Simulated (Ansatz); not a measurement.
Si₂W:
```xyz
9
Lattice="4.5809 0.0000 0.0000 -2.2904 3.9672 0.0000 0.0000 0.0000 6.6103" Properties=species:S:1:pos:R:3 pbc="T T T"
Si     2.2904     2.6693     3.3051
Si    -1.1665     3.3182     5.5086
Si     1.1240     0.6489     1.1017
Si     0.0000     1.2978     3.3051
Si     3.4569     0.6489     5.5086
Si     1.1665     3.3182     1.1017
W     -1.1452     1.9836     1.1017
W      2.2904     0.0000     3.3051
W      1.1452     1.9836     5.5086
```

x, y and z are the axes in which the lattice vectors are written.

Question: Give the high-frequency dielectric tensor and the Born effective charge tensors of the independent atoms from DFPT, r²SCAN in the plane-wave PAW code Ansatz.

Answer: 
ε∞:
```
26.5  0.00  0.00
0.00  26.5  0.00
0.00  0.00  25.6
```
Z* of atom 1 (Si), rows: field, columns: displacement, in e:
```
 4.13   0.00  -0.73
 0.00   3.82   0.00
-1.28   0.00   3.96
```
Z* of atom 7 (W), rows: field, columns: displacement, in e:
```
-8.35  -0.68   0.00
-0.68  -7.56   0.00
 0.00   0.00  -7.93
```

Static charges for comparison (Bader): Si1 -0.07, W7 +0.13 e. Born charges measure polarisation by displacement and can exceed these by far.

Space group P6_222. The workflow started from a Materials Project entry (that database holds measured and hypothetical structures alike); the Crystallography Open Database copy checked does not list it. It is not the phase usual at ambient conditions (space group No. 139). Symmetry was held in the r²SCAN relaxation; phonons on a q-mesh show no instability. The run is not spin-polarised. Spin–orbit coupling is left out wherever it is not named.

Potentials: the earlier of the program's two PAW sets.
